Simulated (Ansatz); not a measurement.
What moves the field gradients of LaB6?

Cell of run 1: an entry of the Crystallography Open Database (COD), its atoms then relaxed with PBE in this cell.

```xyz
7
Lattice="4.1570 0.0000 0.0000 0.0000 4.1570 0.0000 0.0000 0.0000 4.1570" Properties=species:S:1:pos:R:3 pbc="T T T"
La    0.0000    0.0000    0.0000
B     0.8307    2.0785    2.0785
B     2.0785    0.8307    2.0785
B     3.3263    2.0785    2.0785
B     2.0785    3.3263    2.0785
B     2.0785    2.0785    0.8307
B     2.0785    2.0785    3.3263
```

Atom numbers follow the list; atoms alike are taken as one site, whose name carries the number of the first.

All runs are DFT with Ansatz 0.2.0 (plane waves and PAW, scalar-relativistic unless spin–orbit coupling is named, Γ-centred meshes, Fermi–Dirac smearing where given) in this cell.

Run 1: PBE, atoms relaxed; 420 eV, 8×8×8 k-points, smearing 0.05 eV.
Run 2: r2SCAN, at the relaxed atoms; 500 eV, 8×8×8 k-points, smearing 0.05 eV.
Run 3: PBE with spin–orbit coupling, at the relaxed atoms; 420 eV, 8×8×8 k-points, smearing 0.05 eV.

```csv
run,B V_zz (η)
1,-1.02 (0.00)
2,-1.01 (0.00)
3,?
```

V_zz in 10²¹ V/m²; 1 of the 2 sets of like atoms are followed.

Problem. Estimate the row of run 3.

Solution. B: -1.02 (0.00). It lies nearest to run 1, from whose tensors on these sites it differs by 0.00 at most (largest principal value of the difference). Taken one at a time, the functional (r2SCAN with its higher cutoff) moves the tensors on these sites by up to 0.01 (largest principal value of the change, on B), spin–orbit coupling by 0.00.

In runs 1, 2, 3 there is no gap above 0.1 eV, so the gradients can move by 10 % or more with the k-mesh.
